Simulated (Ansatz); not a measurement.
The runs began from a structure in Materials Project; this end point is another cell, not compared with measured phases.

A relaxed structure of Na2S. Space group R3m (No. 160). Calculation: r2SCAN (plane waves to 500 eV, PAW, scalar-relativistic; Ansatz, a program for electronic structure).

```xyz
6
Lattice="2.2303 1.2876 7.8404 -2.2303 1.2876 7.8404 0.0000 -2.5753 7.8404" Properties=species:S:1:pos:R:3 pbc="T T T"
S      0.0000     0.0000    10.3511
Na     0.0000     0.0000    19.3477
Na     0.0000     0.0000     1.5562
Na     0.0000     0.0000    15.7052
S      0.0000     0.0000    22.2098
Na     0.0000     0.0000    13.1545
```

| Quantity | Value |
|---|---|
| Volume per atom | 22.52 Å³ |
| Density | 1.92 g/cm³ |
| Band gap | 2.38 eV, direct at Γ (no spin-orbit coupling) |
| Shortest distances | Na–Na 2.55 Å; Na–S 2.75 Å |
| k-mesh | 9×9×9 |

Band energies at high-symmetry points (eV from the VBM; labels of this space group; no spin-orbit coupling), from −5 eV up to 7.0 eV:

```
point                                                 energies
-----  -------------------------------------------------------
Γ             -2.39 -0.90 -0.90 -0.64 0.00 0.00 2.38 5.00 6.37
T             -1.89 -1.47 -0.89 -0.89 0.00 0.00 3.50 4.22 6.59
H2     -2.15 -1.92 -1.56 -1.00 -0.86 -0.81 4.61 4.84 6.16 6.20
H0     -2.15 -1.92 -1.56 -1.00 -0.86 -0.81 4.61 4.84 6.16 6.20
L      -2.42 -1.51 -1.41 -1.18 -1.01 -0.31 4.19 5.09 6.07 6.18
S0     -2.12 -1.95 -1.55 -1.02 -0.87 -0.81 4.60 4.97 5.95 6.32
S2     -2.12 -1.95 -1.55 -1.02 -0.87 -0.81 4.60 4.97 5.95 6.32
F      -2.53 -1.86 -1.20 -1.05 -0.70 -0.28 3.55 4.73 5.86 6.47
```

No spin polarisation in the result.

The run could not lose the symmetry of its start.

It was reached from a disturbed copy of a Fm-3m (No. 225) cell (anti-fluorite type), against which it lies +151 meV/atom.
